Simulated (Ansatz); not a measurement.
# K2HgC4N4, one structure, two calculations

Cell: an entry of the Crystallography Open Database (COD), ions relaxed with PBE at fixed cell.

Space group Fd-3m:1 (No. 227); a = 12.7600 Å.

| site | Wyckoff | site symmetry | x | y | z |
| --- | --- | --- | --- | --- | --- |
| K | 16c | .-3m | 0.6250 | 0.6250 | 0.1250 |
| Hg | 8b | -43m | 0.0000 | 0.0000 | 0.5000 |
| C | 32e | .3m | 0.3487 | 0.3487 | 0.8487 |
| N | 32e | .3m | 0.4015 | 0.4015 | 0.9015 |

One atom of each set is listed; the run and its k-mesh use a cell of 22 atoms with edges of 9.02, 9.02, 9.02 Å.

First run. The numbers come from a DFT calculation in Ansatz (PBE, plane waves and PAW, scalar-relativistic, 420 eV cutoff, Γ-centred 5×5×5 k-points, Fermi–Dirac smearing 0.05 eV).

```json
{"site": "K", "V_zz (10²¹ V/m²)": "-2.14", "η": "0.00"}
{"site": "C", "V_zz (10²¹ V/m²)": "-5.70", "η": "0.00"}
{"site": "N", "V_zz (10²¹ V/m²)": "-8.20", "η": "0.00"}
```

Second run. The same atoms and settings, except that the functional is r2SCAN and the cutoff is 500 eV.

Q: Given the first result, estimate the second.

A: 

| site | V_zz | η | change of V_zz |
| --- | --- | --- | --- |
| K | -2.21 | 0.00 | -0.07 |
| C | -6.07 | 0.00 | -0.37 |
| N | -8.53 | 0.00 | -0.33 |

The largest change of V_zz is on C, from -5.70 to -6.07. In per cent, |V_zz| changes by +3 on K, +7 on C, +4 on N (all sites that start above 0.5). Sites without a gradient aren't listed.

Without spin–orbit coupling the gradients at and beside Hg can be off by some per cent, at some sites by more. The database positions were far from equilibrium, so the relaxed structure may not be the compound's real one.
For the second run: The largest force is 0.9 eV/Å, so the atoms aren't at the calculated equilibrium and relaxing them would move these values.
